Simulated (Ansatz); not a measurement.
CdWO$_{3}$, a known structure type with other elements, at an estimated volume

```
Cd W O
1.0
     2.38415   -1.75775   -4.38029
     0.00000    2.96206   -4.38029
     3.47975    1.75775    4.38029
Cd W O
2 2 6
Direct
  0.34200 0.34200 0.02600
  0.65800 0.65800 0.97400
  0.15600 0.15600 0.46800
  0.84400 0.84400 0.53200
  0.54000 0.97000 0.77000
  0.26000 0.54000 0.77000
  0.97000 0.26000 0.77000
  0.46000 0.03000 0.23000
  0.74000 0.46000 0.23000
  0.03000 0.74000 0.23000
```

Single point in Ansatz 0.2.0 with r2SCAN, no spin polarisation. Cutoff 500 eV, PAW datasets, 6×6×6 Γ-centred k mesh, gaussian filling (width 0.0336 eV).

Problem. Where is the largest force?

Solution. The largest is on Cd1 (and as large on other atoms): 7.33 eV/Å, components (6.26, 3.16, 2.14). It makes 130° with the line to a nearest neighbour, O6 at 1.98 Å.

Problem. What does the stress say?

Solution. The pressure is 9.1 GPa (compression positive), so with the atoms held at these fractions the cell would first expand; the forces are large, so a full relaxation may end otherwise. The principal stresses 3.6, 3.6, 20.1 GPa differ, so its shape would change too.

Problem. Describe some of the short contacts.

Solution. Cd–O at 1.98 Å: least valence density 0.78 e/Å³ and ELF 0.15 there. W–O at 2.13 Å: least valence density 0.64 e/Å³ and ELF 0.26 there. Both are smooth PAW fields, read partly inside the augmentation spheres.

Problem. What happens at the Fermi level?

Solution. It is a metal, with about 6.1 states/eV a cell as the mean within 0.25 eV of the Fermi level, mostly W d (67 %) and O p (27 %).

Problem. What is the formation energy?

Solution. -0.84 eV an atom against the elements' usual phases (free molecules for gases, crystals otherwise, with no correction for O₂ or N₂), so it is bound against them; other compounds may still compete. Relaxing would lower it.

Origin: a known structure type with other elements, at an estimated volume, so it need not be a known compound. Caveats: many states at the Fermi level without spin polarisation, so a magnetic state may lie lower; atoms or cell far from equilibrium.
